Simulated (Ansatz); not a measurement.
CdSe:
Space group F-43m (No. 216); a = 6.1963 Å, b = 6.1963 Å, c = 6.1963 Å, α = 90.00°, β = 90.00°, γ = 90.00°

| atom | site | symmetry | x | y | z |
|---|---|---|---|---|---|
| Se | 4c | -43m | 0.2500 | 0.2500 | 0.2500 |
| Cd | 4a | -43m | 0.0000 | 0.0000 | 0.0000 |
(The calculation used a cell of 2 atoms; values per cell refer to that cell.)

Relaxed with PBE.

**Question.** Tabulate the valence density and the electron localisation function along the shortest Se–Cd contact (2.68 Å), PBE (plane waves, PAW; program Ansatz).

**Answer.** 

```
distance from Se (Å)  density (e/Å³)   ELF
--------------------  --------------  ----
0.27                           23.53  0.23
0.40                           11.19  0.44
0.54                            4.67  0.64
0.67                            2.01  0.77
0.80                            1.04  0.82
0.94                            0.71  0.82
1.07                            0.54  0.77
1.21                            0.42  0.64
1.34                            0.36  0.39
1.48                            0.36  0.19
1.61                            0.47  0.16
1.74                            0.82  0.23
1.88                            1.79  0.34
2.01                            4.00  0.46
2.15                            7.93  0.56
2.28                           13.49  0.68
2.41                           19.65  0.81
```

The density is the valence pseudo-density with augmentation charge, so density and ELF within about 1 Å of a nucleus are not all-electron values.

Symmetry was held in the PBE relaxation; phonons on a q-mesh show no instability.

Potentials: the later of the program's two PAW sets.
